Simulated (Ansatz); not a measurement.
Ru:
```cif
data_Ru2
_chemical_formula_sum 'Ru2'
_space_group_name_H-M_alt 'P63/mmc'
_space_group_IT_number 194
_space_group_name_Hall '-P 6c 2c'
_cell_length_a 2.69050
_cell_length_b 2.69050
_cell_length_c 4.25101
_cell_angle_alpha 90.000
_cell_angle_beta 90.000
_cell_angle_gamma 120.000
loop_
_atom_site_label
_atom_site_type_symbol
_atom_site_symmetry_multiplicity
_atom_site_Wyckoff_symbol
_atom_site_fract_x
_atom_site_fract_y
_atom_site_fract_z
_atom_site_occupancy
Ru1 Ru 2 c 0.33333 0.66667 0.25000 1
```

Relaxed with PBEsol.

Q: Decompose the optical modes at the zone centre into irreducible representations, and say which are infrared and Raman allowed.

A: Point group 6/mmm: Γ_opt = B1g + E2g. Infrared: none. Raman: E2g.

Q: Assign frequencies (DFPT, DFT-PBEsol in the program Ansatz with PAW potentials).

A: E2g 200, B1g 263 cm⁻¹.

Subscripts of B labels follow the axes of the standard setting.

Space group P6_3/mmc (hcp (Mg type)). The PBEsol relaxation kept the symmetry of its start. The run is not spin-polarised. As this level gives no gap, phonon frequencies hold no LO–TO term and depend on the k-mesh and smearing (Fermi–Dirac, 0.1 eV here).

Potentials: the earlier of the program's two PAW sets. The files were generated under PBE; for other functionals the program regenerates the frozen cores, and for LDA and PBEsol the local potential too.
